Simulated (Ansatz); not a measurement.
LiTaO$_{3}$:
```yaml
crystal:
  lattice:
    - [5.31787, 0.00000, 0.00000]
    - [0.00000, 5.31787, 0.00000]
    - [0.00000, 0.00000, 3.88723]
  atoms:
    - { symbol: Li, position: [0.50000, 0.00000, 0.50000] }
    - { symbol: Li, position: [0.00000, 0.50000, 0.50000] }
    - { symbol: Ta, position: [0.00000, 0.00000, 0.00000] }
    - { symbol: Ta, position: [0.50000, 0.50000, 0.00000] }
    - { symbol: O, position: [0.00000, 0.00000, 0.50000] }
    - { symbol: O, position: [0.50000, 0.50000, 0.50000] }
    - { symbol: O, position: [0.67453, 0.17453, 0.00000] }
    - { symbol: O, position: [0.32547, 0.82547, 0.00000] }
    - { symbol: O, position: [0.82547, 0.67453, 0.00000] }
    - { symbol: O, position: [0.17453, 0.32547, 0.00000] }
```

x, y and z are the axes in which the lattice vectors are written.

### Question
Give the high-frequency dielectric tensor and the Born effective charge tensors of the independent atoms from DFPT, plane-wave PAW LDA (Ansatz code).

### Answer

ε∞:
```
5.41  0.00  0.00
0.00  5.41  0.00
0.00  0.00  5.39
```
Z* of atom 1 (Li), rows: field, columns: displacement, in e:
```
1.18  0.14  0.00
0.14  1.18  0.00
0.00  0.00  1.24
```
Z* of atom 3 (Ta), rows: field, columns: displacement, in e:
```
 8.01   1.36   0.00
-1.36   8.01   0.00
 0.00   0.00   8.53
```
Z* of atom 5 (O), rows: field, columns: displacement, in e:
```
-1.56  -0.24   0.00
 0.24  -1.56   0.00
 0.00   0.00  -6.47
```
Z* of atom 7 (O), rows: field, columns: displacement, in e:
```
-3.82   2.19   0.00
 2.19  -3.82   0.00
 0.00   0.00  -1.65
```

Space group P4/mbm. The workflow started from a Materials Project entry (that database holds measured and hypothetical structures alike); the Crystallography Open Database copy checked does not list it. It is not the phase usual at ambient conditions (space group No. 161). The LDA relaxation kept the symmetry of its start. At this level the phase is dynamically unstable (imaginary phonons). The run is not spin-polarised. Scalar-relativistic: spin–orbit coupling is off unless named, which matters more the heavier the elements.

Potentials: the later of the program's two PAW sets.
